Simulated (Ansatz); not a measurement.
TaGe2 (space group P6_222)

```xyz
9
Lattice="4.9673 0.0000 0.0000 -2.4836 4.3018 0.0000 0.0000 0.0000 6.7498" Properties=species:S:1:pos:R:3 pbc="T T T"
Ta     2.4836     0.0000     3.3749
Ta     1.2418     2.1509     5.6248
Ta    -1.2418     2.1509     1.1250
Ge     0.0000     1.4075     3.3749
Ge     3.7484     0.7037     5.6248
Ge     1.2647     3.5980     1.1250
Ge     2.4836     2.8943     3.3749
Ge    -1.2647     3.5980     5.6248
Ge     1.2189     0.7037     1.1250
```

Equation-of-state scan: isotropic scaling of the cell above, V₀ being its volume. The atoms relax within the cell's symmetry.

Calculation: r2SCAN (plane waves to 500 eV, PAW, scalar-relativistic; Ansatz, an electronic-structure program). k mesh 11×11×7 (Γ-centred), Fermi-Dirac smearing 0.05 eV. Energies are smeared free energies. Stress and pressure are positive under compression. With the shape held, the modulus is that of even scaling; a crystal free to change shape is softer. Spin-orbit coupling is left out, though Ta is heavy. TaGe2 is run without spin polarisation. TaGe2 was relaxed with its symmetry unable to fall. The zero of ΔE is the relaxed starting cell. The last digit holds for this mesh only.

```
V (Å³/atom)  ΔE (meV/atom)
-----------  -------------
13.461               290.3
14.102               150.1
14.743                61.5
15.385                14.2
16.026                 0.0
16.667                12.3
17.308                45.8
17.949                96.3
18.590            withheld
```

### Question
Fit a third-order Birch-Murnaghan form (E₀, V₀, B₀, B₀′ free) to the given rows and predict ΔE at V = 18.590.

### Answer
Least squares on the 8 given rows: ΔE = E₀ + (9V₀B₀/16)·y²·[2 + (B₀′ − 4)y], y = (V₀/V)^(2/3) − 1, with V₀ = 16.026 Å³/atom, B₀ = 164.6 GPa (160.2 GPa = 1 eV/Å³; the term in eV is multiplied by 1000), B₀′ = 4.49, E₀ = 0.02 meV/atom; root-mean-square residual 0.08 meV/atom. At 18.590 the fit gives 160.6 meV/atom; the calculation gives 160.4 meV/atom, so the extrapolation is off by 0.2 (+0.1 %). For the pressure the fit gives -17.5 GPa against the computed -17.5 GPa.

(Under strain, the slope of the energy per volume gives the stress and its curvature an elastic modulus.)
